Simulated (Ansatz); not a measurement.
Total density of states per atom from r²SCAN (plane waves, PAW; program Ansatz), in 0.25 eV bins, energy from the Fermi level:

(E (eV), states/eV/atom): (-7.85, 0.42); (-7.60, 0.32); (-7.35, 0.28); (-7.10, 0.25); (-6.85, 0.20); (-6.60, 0.17); (-6.35, 0.15); (-6.10, 0.13); (-5.85, 0.11); (-5.60, 0.11); (-5.35, 0.28); (-5.10, 0.49); (-4.85, 0.47); (-4.60, 0.51); (-4.35, 0.55); (-4.10, 0.81); (-3.85, 0.74); (-3.60, 0.49); (-3.35, 0.41); (-3.10, 0.36); (-2.85, 0.38); (-2.60, 0.54); (-2.35, 0.56); (-2.10, 0.55); (-1.85, 0.46); (-1.60, 0.33); (-1.35, 0.22); (-1.10, 0.16); (-0.85, 0.12); (-0.60, 0.10); (-0.35, 0.08); (-0.10, 0.03); (0.15, 0.01); (0.40, 0.03); (0.65, 0.11); (0.90, 0.20); (1.15, 0.32); (1.40, 0.40); (1.65, 0.46); (1.90, 0.51); (2.15, 0.48); (2.40, 0.55); (2.65, 0.48); (2.90, 0.46); (3.15, 0.48); (3.40, 0.45); (3.65, 0.66); (3.90, 0.47); (4.15, 0.65); (4.40, 0.74); (4.65, 0.64)

### Question
Which of these materials gives this?
A) Ba2Sn, Pnma (Ba on 4c, Ba on 4c, Sn on 4c)
B) SiSnGeC, R3m (C on 3a, Si on 3a, Ge on 3a, Sn on 3a)
C) YGe, P-6m2 (Y on 1a, Ge on 1f)
D) HfC, rock salt

### Answer
B, SiSnGeC, R3m (C on 3a, Si on 3a, Ge on 3a, Sn on 3a). Within 0.5 eV of the Fermi level: Ge 4p 39 %, Si 3p 24 %, C 2p 13 %, Sn 5p 8 %, C 2s 7 %, Sn 5s 6 %. Projections are on Löwdin-orthogonalised atomic valence shells; empty p or d shells of many metals are not among them.

The start of the workflow was typed in or built on a structure type; neither database checked (COD, Materials Project) lists it. Whether it is the stable phase at ambient conditions was not checked. The r²SCAN relaxation kept the symmetry of its start; whether a distortion lowers the energy is not shown. The volume moved by 22 % from the start of the relaxation. Its formation energy is positive at this level, so the cell may be metastable or incomplete. Spin–orbit coupling is left out wherever it is not named.

Potentials: the later of the program's two PAW sets.
